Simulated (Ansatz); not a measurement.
TiB2 in space group P6/mmm (No. 191; Ti on 1a, B on 2d) under volume change, the program Ansatz at the PBE level (PAW), shape and atoms relaxed at each volume.

```json
[
 {"V (Å³/atom)": "7.786", "E − E(relaxed) (meV/atom)": "(withheld)", "P (GPa)": "(withheld)"},
 {"V (Å³/atom)": "8.043", "E − E(relaxed) (meV/atom)": "(withheld)", "P (GPa)": "(withheld)"},
 {"V (Å³/atom)": "8.299", "E − E(relaxed) (meV/atom)": "6.3", "P (GPa)": "8.08"},
 {"V (Å³/atom)": "8.556", "E − E(relaxed) (meV/atom)": "0.0", "P (GPa)": "-0.02"},
 {"V (Å³/atom)": "8.813", "E − E(relaxed) (meV/atom)": "5.7", "P (GPa)": "-7.00"},
 {"V (Å³/atom)": "9.069", "E − E(relaxed) (meV/atom)": "21.9", "P (GPa)": "-13.03"},
 {"V (Å³/atom)": "9.326", "E − E(relaxed) (meV/atom)": "47.1", "P (GPa)": "-18.23"}
]
```

Question: What belongs in the gaps?

Answer: 
- 7.786, E − E(relaxed) (meV/atom): 63.1
- 7.786, P (GPa): 28.37
- 8.043, E − E(relaxed) (meV/atom): 26.6
- 8.043, P (GPa): 17.48

Question: What does a third-order Birch–Murnaghan fit give for V₀, B₀ and B′?

Answer: V₀ = 8.56 Å³/atom, B₀ = 250 GPa, B′ = 3.9.

Symmetry was held in the PBE relaxation. No spin polarisation was allowed.

Potentials: the earlier of the program's two PAW sets.
